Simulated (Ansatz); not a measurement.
Ag (β-Sn type, space group No. 141) under volume change, PBE (plane waves, PAW; program Ansatz), shape and atoms relaxed at each volume.

```json
[
 {"V (Å³/atom)": "17.986", "E − E(relaxed) (meV/atom)": "45.2", "P (GPa)": "9.06"},
 {"V (Å³/atom)": "18.579", "E − E(relaxed) (meV/atom)": "…", "P (GPa)": "…"},
 {"V (Å³/atom)": "19.172", "E − E(relaxed) (meV/atom)": "4.3", "P (GPa)": "2.43"},
 {"V (Å³/atom)": "19.765", "E − E(relaxed) (meV/atom)": "0.0", "P (GPa)": "-0.01"},
 {"V (Å³/atom)": "20.358", "E − E(relaxed) (meV/atom)": "3.8", "P (GPa)": "-2.00"},
 {"V (Å³/atom)": "20.951", "E − E(relaxed) (meV/atom)": "14.4", "P (GPa)": "-3.63"},
 {"V (Å³/atom)": "21.544", "E − E(relaxed) (meV/atom)": "…", "P (GPa)": "…"}
]
```

### Question
What belongs in the gaps?

### Answer

- 18.579, E − E(relaxed) (meV/atom): 18.7
- 18.579, P (GPa): 5.41
- 21.544, E − E(relaxed) (meV/atom): 30.3
- 21.544, P (GPa): -4.95

### Question
What does a third-order Birch–Murnaghan fit give for V₀, B₀ and B′?

### Answer
V₀ = 19.76 Å³/atom, B₀ = 73.4 GPa, B′ = 5.7.

Space group I4_1/amd (β-Sn type). The start of the workflow was typed in or built on a structure type; neither database checked (COD, Materials Project) lists it. It is not the phase usual at ambient conditions (space group No. 225). The cell was relaxed with PBE under the symmetry of its start; its stability against distortions is not shown here. No spin polarisation was allowed. Scalar-relativistic: spin–orbit coupling is off unless named, which matters more the heavier the elements.

Potentials: the earlier of the program's two PAW sets.
